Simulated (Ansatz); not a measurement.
SrZrO3:
```yaml
crystal:
  lattice:
    - [-2.86822, 2.86822, 4.16182]
    - [2.86822, -2.86822, 4.16182]
    - [2.86822, 2.86822, -4.16182]
  atoms:
    - { symbol: Sr, position: [0.75000, 0.25000, 0.50000] }
    - { symbol: Sr, position: [0.25000, 0.75000, 0.50000] }
    - { symbol: Zr, position: [0.00000, 0.00000, 0.00000] }
    - { symbol: Zr, position: [0.50000, 0.50000, 0.00000] }
    - { symbol: O, position: [0.18934, 0.68934, 0.87869] }
    - { symbol: O, position: [0.81066, 0.31066, 0.12131] }
    - { symbol: O, position: [0.68934, 0.81066, 0.50000] }
    - { symbol: O, position: [0.31066, 0.18934, 0.50000] }
    - { symbol: O, position: [0.25000, 0.25000, 0.00000] }
    - { symbol: O, position: [0.75000, 0.75000, 0.00000] }
```

Relaxed with PBEsol. Special points in fractions of this cell's reciprocal vectors: Γ (0.000, 0.000, 0.000); X (0.000, 0.000, 0.500); P (0.250, 0.250, 0.250); N (0.000, 0.500, 0.000); M (0.500, 0.500, -0.500); S (0.369, 0.631, -0.369); S0 (-0.369, 0.369, 0.369); R (-0.237, 0.237, 0.500); G (0.500, 0.500, -0.237).

Q: List the band energies nearest the valence-band maximum at these points for DFT-PBEsol with spin–orbit coupling in the program Ansatz with PAW potentials.

A: In eV from the valence-band maximum; about four levels below and three above (degenerate sets whole), none deeper than 8.9 eV; points with the same levels are listed once.

```
k                    below                above
-  -----------------------  -------------------
Γ  -0.04 -0.04 -0.01 -0.01  3.68 3.68 3.73 3.73
X    -0.18 -0.18 0.00 0.00  3.95 3.95 5.56 5.56
P  -0.39 -0.39 -0.39 -0.39  5.00 5.00 5.00 5.00
N  -0.19 -0.19 -0.19 -0.19  5.32 5.32 5.32 5.32
M  -0.09 -0.09 -0.03 -0.03  4.34 4.34 5.38 5.38
S  -0.30 -0.30 -0.06 -0.06  4.88 4.88 5.24 5.24
R  -0.31 -0.31 -0.29 -0.29  4.77 4.77 5.25 5.25
```

Space group I4/mcm. The workflow started from a Materials Project entry (that database holds measured and hypothetical structures alike); the Crystallography Open Database copy checked does not list it. COD files the formula under space group No. 62, 63, 221. Its standing as an ambient phase is unchecked. The PBEsol relaxation kept the symmetry of its start. At this level the phase is dynamically unstable (imaginary phonons). The run is not spin-polarised.

Potentials: the later of the program's two PAW sets.
